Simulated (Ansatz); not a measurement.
Zr:
```
CELL_PARAMETERS angstrom
      3.14324     0.00000     0.00000
     -1.57162     2.72212     0.00000
      0.00000     0.00000     5.09235
ATOMIC_POSITIONS crystal
  Zr 0.33333 0.66667 0.25000
  Zr 0.66667 0.33333 0.75000
```

Relaxed with LDA. Special points in fractions of this cell's reciprocal vectors: Γ (0.000, 0.000, 0.000); M (0.500, 0.000, 0.000); K (0.333, 0.333, 0.000); A (0.000, 0.000, 0.500); L (0.500, 0.000, 0.500); H (0.333, 0.333, 0.500).

### Question
List the band energies nearest the Fermi level at these points for LDA in the plane-wave PAW code Ansatz.

### Answer
In eV from the Fermi level; about four levels below and three above (degenerate sets whole), none deeper than 8.9 eV; points with the same levels are listed once.

| k | below | above |
|---|---|---|
| Γ | -5.77 -3.24 | 0.85 0.86 0.86 |
| M | -2.82 -2.62 -2.38 | 0.04 0.58 0.74 |
| K | -2.33 -1.32 -1.32 -1.10 | 0.21 0.21 1.84 |
| A | -4.01 -4.01 -0.05 -0.05 | 0.79 0.79 0.79 0.79 |
| L | -3.09 -3.09 -1.26 -1.26 | 1.94 1.94 2.37 2.37 |
| H | -1.59 -1.59 -1.34 -1.34 | 0.06 0.06 2.06 2.06 |

Space group P6_3/mmc (hcp (Mg type)). Symmetry was held in the LDA relaxation. The run is not spin-polarised. Spin–orbit coupling is left out wherever it is not named.

Potentials: the earlier of the program's two PAW sets. The files were generated under PBE; for other functionals the program regenerates the frozen cores, and for LDA and PBEsol the local potential too.
